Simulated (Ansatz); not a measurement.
Sr started on a Ti site in cubic perovskite SrTiO3, 40 atoms, charge 0

Theory: DFT, PBEsol, PAW, plane waves in Ansatz 0.2.0.

Command:

```sh
ansatz run in.yaml --threads 2 --pin off --max-ram 30400MiB --runs-dir r --events-out ev --progress --plain --backend cuda --devices 0, --max-vram 18GiB
```

The input less its lattice and atoms (starting moments on atoms near the defect: 2 μB in all):

```yaml
crystal:
  symmetry: { detect: false }
kpoints:
  mp_grid: { grid: [1, 1, 1], shift: [0.25, 0.25, 0.25] }
hamiltonian:
  xc: pbesol
magnetization:
  spin_polarized: true
scf:
  occupations: { method: fermi_dirac, width: 0.01 }
relax:
  f_tol: 0.03
  max_steps: 80
  escape_saddle: false
  adjacent_minimum: "off"
output:
  forces: true
  eigenvalues: true
  populations: true
```

Start:

```
Sr Ti O
1.0
     7.78282    0.00000    0.00000
     0.00000    7.78282    0.00000
     0.00000    0.00000    7.78282
Sr Ti O
9 7 24
Direct
  0.99823 0.99739 0.99944
  0.00398 0.00110 0.49473
  0.99811 0.49934 0.00020
  0.99749 0.50079 0.50064
  0.50036 0.99645 0.00304
  0.49812 0.99842 0.49277
  0.49944 0.49910 0.00048
  0.49359 0.50413 0.50123
  0.25287 0.25259 0.25028
  0.25419 0.25327 0.74748
  0.25180 0.74802 0.25235
  0.25160 0.74955 0.74961
  0.75088 0.25130 0.25494
  0.75176 0.25157 0.75208
  0.75060 0.74853 0.24881
  0.74753 0.75524 0.74738
  0.24731 0.25039 0.99608
  0.24642 0.25044 0.49925
  0.24572 0.75046 0.00055
  0.24817 0.74949 0.49932
  0.74837 0.25078 0.99993
  0.75617 0.24821 0.49932
  0.75120 0.74763 0.99941
  0.75296 0.75124 0.50353
  0.00115 0.24926 0.24967
  0.99978 0.24953 0.74835
  0.99888 0.75008 0.24888
  0.00051 0.74925 0.75136
  0.50110 0.24852 0.25219
  0.49953 0.25169 0.74983
  0.50095 0.75142 0.24868
  0.49579 0.75220 0.74499
  0.24887 0.00051 0.25265
  0.24982 0.99971 0.75539
  0.24955 0.50174 0.25046
  0.25049 0.49638 0.74979
  0.75089 0.00219 0.24937
  0.74742 0.00458 0.74631
  0.74934 0.50174 0.24946
  0.74930 0.49788 0.74879
```

Steps:

```tsv
step	energy less the first (eV)	largest force component (eV/Å)
start	0.000	6.381
1	-2.650	2.292
2	-3.308	0.600
3	-3.393	0.593
4	-3.734	0.541
5	-4.163	0.778
6	-4.618	0.526
7	-4.978	0.468
8	-5.162	0.336
9	-5.192	0.196
10	-5.217	0.122
11	-5.218	0.124
12	-5.221	0.072
13	-5.222	0.065
14	-5.223	0.031
15	-5.224	0.059
16	-5.225	0.069
17	-5.226	0.064
18	-5.227	0.023
```

A structure on the way, about -5.19 eV from the start:

```xyz
40
Lattice="7.7828 0.0000 0.0000 0.0000 7.7828 0.0000 0.0000 0.0000 7.7828" Properties=species:S:1:pos:R:3 pbc="T T T"
Sr    0.0284    0.0487    7.7506
Sr    7.7212    7.7567    4.0188
Sr    7.7038    3.9831    7.6737
Sr    7.6574    4.0404    3.9828
Sr    3.9806    7.7520    0.0103
Sr    3.9342    7.7010    3.8981
Sr    3.9739    3.9749    7.7292
Sr    3.9849    4.0372    3.8995
Sr    1.9146    2.0015    2.0624
Ti    2.0408    1.9981    5.8782
Ti    1.9184    5.8414    1.9254
Ti    1.9635    5.8833    5.8417
Ti    5.8593    2.0049    1.9705
Ti    5.7952    1.9767    5.8026
Ti    5.8790    5.8614    1.9390
Ti    5.8328    5.8867    5.8564
O     2.1442    1.5451    7.6182
O     1.1781    2.0804    4.2032
O     1.8956    6.0664    0.0188
O     1.9581    5.5614    3.9614
O     5.5263    1.9947    7.6547
O     6.0789    1.9498    3.8586
O     5.8815    5.8043    7.7670
O     5.8145    5.8736    3.8914
O     7.5716    2.1124    1.3463
O     7.6948    1.9088    6.0588
O     0.0193    5.5020    1.9489
O     7.7649    5.8872    5.8194
O     4.1099    1.4754    2.0337
O     3.8411    2.0320    5.4092
O     3.9680    6.1125    1.9082
O     3.8994    5.7845    5.8821
O     1.7539    7.5735    2.4402
O     2.0057    7.7385    5.6030
O     2.5681    4.1119    1.8639
O     1.9268    3.8912    6.1249
O     6.1602    7.7270    1.9058
O     5.7363    0.0099    5.8313
O     5.6106    3.9078    1.9753
O     5.8506    3.9181    5.7730
```

End:

```xyz
40
Lattice="7.7828 0.0000 0.0000 0.0000 7.7828 0.0000 0.0000 0.0000 7.7828" Properties=species:S:1:pos:R:3 pbc="T T T"
Sr    0.0403    0.0617    7.7690
Sr    7.7299    7.7674    4.0057
Sr    7.6916    3.9671    7.6634
Sr    7.6559    4.0305    4.0150
Sr    3.9563    7.7532    0.0140
Sr    3.9106    7.7099    3.9009
Sr    3.9851    3.9656    7.6792
Sr    3.9855    4.0557    3.9286
Sr    1.9314    2.0792    2.0506
Ti    2.0225    2.0102    5.8948
Ti    1.8717    5.8832    1.9199
Ti    1.9529    5.8892    5.8127
Ti    5.8452    1.9982    1.9824
Ti    5.7821    1.9818    5.8043
Ti    5.8919    5.8398    1.9419
Ti    5.8331    5.9067    5.8587
O     2.1526    1.5674    7.6295
O     1.2075    2.0805    4.1849
O     1.8804    6.0673    0.0293
O     1.9476    5.5462    3.9661
O     5.5314    1.9818    7.6443
O     6.0797    1.9378    3.8639
O     5.8834    5.7902    7.7707
O     5.8254    5.8630    3.8911
O     7.5681    2.0808    1.3758
O     7.7120    1.9091    6.0582
O     0.0353    5.4386    1.9600
O     7.7561    5.8918    5.8250
O     4.1056    1.4541    2.0323
O     3.8419    2.0348    5.4103
O     3.9572    6.0801    1.9250
O     3.8992    5.7856    5.8806
O     1.7314    7.6128    2.3638
O     2.0023    7.7365    5.6040
O     2.6923    4.1722    1.8606
O     1.9142    3.8883    6.1401
O     6.1415    7.6851    1.9047
O     5.7314    0.0082    5.8262
O     5.6130    3.8941    1.9730
O     5.8504    3.9107    5.7760
```

The calculation finished and met its thresholds.

Time: 98 s of wall time on one NVIDIA H100 with 2 processor threads, on a host shared with other runs; peak host memory 1.1 GiB.

How much energy did the relaxation gain, and which atom moved most?

5.23 eV in 18 steps, from a start with small random displacements (the gain also holds any tilting of the ideal host); atom 35 (O) moved 0.80 Å, the median atom 0.19 Å (drift of the whole cell removed).

The moment started at 2 μB and ended at 2.0 μB; no other spin state is shown. The one k point has no symmetry partners, which can distort the end along one axis.
